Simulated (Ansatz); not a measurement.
NbNO in space group Pca2_1 (No. 29; Nb on 4a, O on 4a, N on 4a), plane-wave PAW PBE (Ansatz code), all energies at zero smearing, with the estimated change up to a 700 eV cutoff added, with one set of potentials and settings (totals compare only within such a set). Cell of 12 atoms (4 Nb, 4 O, 4 N): -22025.362 eV.

| element | reference phase | E (eV/atom) |
|---|---|---|
| Nb | Im-3m, 1 atoms in the cell | -4552.3152 |
| O | C2/m, 4 atoms in the cell, spin-polarised | -565.0042 |
| N | Pa-3, 8 atoms in the cell | -384.0342 |

Formation energy per atom, worked out: (-22025.362 − 4×(-4552.3152) − 4×(-565.0042) − 4×(-384.0342))/12 = -1.662 eV/atom (-160 kJ per mol of atoms), at 0 K, without zero-point energy or fitted corrections.

The start of the workflow was typed in or built on a structure type; neither database checked (COD, Materials Project) lists it. COD files the formula under space group No. 14. Whether it is the stable phase at ambient conditions was not checked. The cell was relaxed with PBE under the symmetry of its start; whether a distortion lowers the energy is not shown. The workflow began spin-polarised and lost its moments. The references are the lowest solids computed at this level, not always the standard phases (solids in place of the gases).

Potentials: the earlier of the program's two PAW sets.
